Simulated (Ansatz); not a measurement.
Strain and the gap of PbO (P4/nmm)

A 4-atom cell of PbO started from a crystallographic database, relaxed with r2SCAN+rVV10 in the PAW code Ansatz. Space group P4/nmm (No. 129), tetragonal; a = 3.980 Å, c = 5.001 Å in the conventional setting, 19.81 Å³ an atom. Pb has 4 O at 2.32 Å; O has 4 Pb at 2.32 Å.

The axes x, y and z are those of this cell:
```xyz
4
Lattice="3.9804 0.0000 0.0000 0.0000 3.9804 0.0000 0.0000 0.0000 5.0009" Properties=species:S:1:pos:R:3 pbc="T T T"
Pb    0.0000    1.9902    1.1834
Pb    1.9902    0.0000    3.8175
O     0.0000    0.0000    0.0000
O     1.9902    1.9902    0.0000
```

Unstrained: The HSE06 gap is indirect, 1.887 eV (Γ to M), below the direct gap of 3.273 eV at Γ. Meshes: HSE06 4×4×4. Strains are changes of length per length. After each strain the atoms were relaxed again with r2SCAN+rVV10 within the symmetry that the strain leaves, so tilts or polar shifts that break it weren't tested; points keep the names that they have in the unstrained zone. Calculated for a static, non-magnetic cell.

Changes of the least gap in eV (an overlap counts as a negative gap):

| strain | volume change (%) | space group | HSE06 |
| --- | --- | --- | --- |
| epitaxial -3.57 % in the xy plane, free normal strain +6.00 % | -1.4 | P4/nmm | -0.227 |
| uniaxial +5.01 % along z | +5.0 | P4/nmm | +0.236 |

Epitaxial -3.57 % in the xy plane, free normal strain +6.00 %. HSE06: the gap goes from 1.887 to 1.660 eV (-0.227 eV).

Uniaxial +5.01 % along z, other directions held. HSE06: the gap goes from 1.887 to 2.123 eV (+0.236 eV).

Spin-orbit coupling is left out; in compounds of Pb, Bi, Tl or Hg it can lower a gap by up to about 1 eV, split its edges or invert the bands.

The meshes of the hybrids are coarse, so their gaps aren't converged to the digits shown.
